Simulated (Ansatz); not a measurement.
A: Na (bcc, W type), a = 4.222 Å, b = 4.222 Å, c = 4.222 Å, α = 90.00°, β = 90.00°, γ = 90.00°
B: HgTe (zinc blende), a = 6.5728 Å, b = 6.5728 Å, c = 6.5728 Å, α = 90.00°, β = 90.00°, γ = 90.00°
C: V (bcc, W type), a = b = c = 2.983 Å, α = β = γ = 90.00°
D: Ge (diamond), a = 5.674 Å, b = 5.674 Å, c = 5.674 Å, α = 90.00°, β = 90.00°, γ = 90.00°
E: BeTe (zinc blende), a = 5.657 Å, b = 5.657 Å, c = 5.657 Å, α = 90.00°, β = 90.00°, γ = 90.00°

Scan: energy against volume (even scaling of the relaxed cell, symmetry kept). All come from one method, each on a k mesh of its own. All were relaxed with their symmetry unable to fall. At this level the bands of HgTe touch or barely overlap. Spin-orbit coupling is left out. V is run without spin polarisation.

Task: Put the candidates in order of bulk modulus (fitted), lowest first, for r2SCAN (plane waves to 500 eV, PAW, scalar-relativistic; Ansatz, a quantum-chemistry and plane-wave program).

Result: A (7.7 GPa), B (40.0 GPa), E (59.3 GPa), D (70.6 GPa), C (193 GPa)

(A scan under strain: stresses follow from slopes of the energy per volume, elastic moduli from its curvatures.)
